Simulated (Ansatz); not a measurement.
**Pb (P6_3/mmc) as a metal**

```yaml
crystal:
  lattice:
    - [3.45624, 0.00000, 0.00000]
    - [-1.72812, 2.99319, 0.00000]
    - [0.00000, 0.00000, 5.76170]
  atoms:
    - { symbol: Pb, position: [0.33333, 0.66667, 0.25000] }
    - { symbol: Pb, position: [0.66667, 0.33333, 0.75000] }
```

The conventional cell has a = 3.456 Å, b = 3.456 Å, c = 5.762 Å, α = 90.00°, β = 90.00°, γ = 120.00°. Pb (atom 1) has 12 Pb at 3.46 to 3.50 Å as nearest neighbours.

Level of theory, where no other is named: PBEsol, all-electron LAPW in Ansatz 0.2.0, scalar-relativistic. k mesh 14×14×8, fine mesh 20×20×12, Fermi-Dirac smearing of 0.050 eV, basis error target 1 meV/atom. The cell was relaxed by PAW under this functional. This phase needn't be the one found at ambient conditions.

Levels and slopes are solved on a 20×20×12 mesh, and each state is taken as quadratic over its cell.

Question: What is the density of states at the Fermi level, and which bare Sommerfeld coefficient follows?

Answer: N(E_F) = 0.551 states/eV/atom (both spins), so γ = (π²/3) k_B² N(E_F) = 1.3 mJ/(mol-atom K²) without electron-phonon or spin-fluctuation enhancement.

Question: What Drude plasma energy and σ/τ do the band velocities give?

Answer: (ħω_p,α)² = (e²/ε₀VN_k) Σ_nkσ (∂E/∂k_α)² δ(E − E_F) gives ħω_p = (8.93, 8.93, 8.74) eV along x, y, z, and σ/τ = ε₀ω_p² = 16.3×10²⁰ Ω⁻¹m⁻¹s⁻¹ along x. Weighted by the density of states, the mean Fermi speed is 1.23×10⁶ m/s; the surface has an area of 18.6 Å⁻² for each spin direction.

Question: Which bands cross the Fermi level, and what do they carry?

Answer: 

```
band  filled part  N (states/eV/cell)  speed (10⁶ m/s)  5th to 95th percentile  area (Å⁻²)        filling
   1         0.97              0.0954             1.44            1.16 to 1.71        1.88    nearly full
   2         0.70               0.258             1.43            0.98 to 1.83        5.03  partly filled
   3         0.30               0.635             1.12            0.52 to 1.60        9.74  partly filled
   4         0.03               0.115             1.22            0.79 to 1.57        1.92   nearly empty
```

Question: Map the plane k₃ = 0 of the mesh: how many bands lie under the Fermi level at each point, counted from the least on the plane?

Answer: k₁ runs to the right and k₂ upwards, each from −½ to ½ with 0 in the middle (the axes needn't be at right angles):
```
22222222222222222222
22221222122222222222
22211111111222222222
22111100011112222222
22211100001112222222
22210000000001222222
22210000000000122222
22110000000000011222
22211000000000011222
22211100000000011122
22221100000000001122
22221100000000000112
22222210000000000122
22222221000000000122
22222222111000011122
22222222111100011112
22222222221111111122
22222222222212221222
22222222222222222222
22222222222222222222
```

Question: On PAW files the program sums the optical response inside the mesh cells, interband lines and its own Drude term. Where does ε₁ rise through zero (a sharp plasmon if ε₂ is small there), and how much light is reflected?

Answer: 

```
Fine mesh                         : 20, 20, 12
Window top                        : 20 eV
Line width                        : 0.25 eV
Drude damping                     : 0.2 eV
ε₁ rises through zero at x        : 12.29 eV
ε₂ there x                        : 0.4
ε₁ rises through zero at z        : 12.54 eV
ε₂ there z                        : 0.39
Plasma energy (x, y, z)           : 8.785, 8.785, 9.291 eV
Reflectivity at 1 eV, x-polarised : 0.8732
Reflectivity at 2 eV, x-polarised : 0.6835
Reflectivity at 3 eV, x-polarised : 0.7857
```

The plasma energy here is the program's own sum at the run's smearing; it differs from the value above by up to 6 %, through mesh and smearing.

Question: What does PAW give for the same cell?

Answer: N(E_F) = 0.551 states/eV/atom and ħω_p,x = 8.93 eV.

Caveats: no spin-orbit coupling on heavy atoms; these sums move with the mesh, by several per cent and more for small sheets; frozen-core PAW files fitted under PBE, their cores solved anew for the functional of the run.
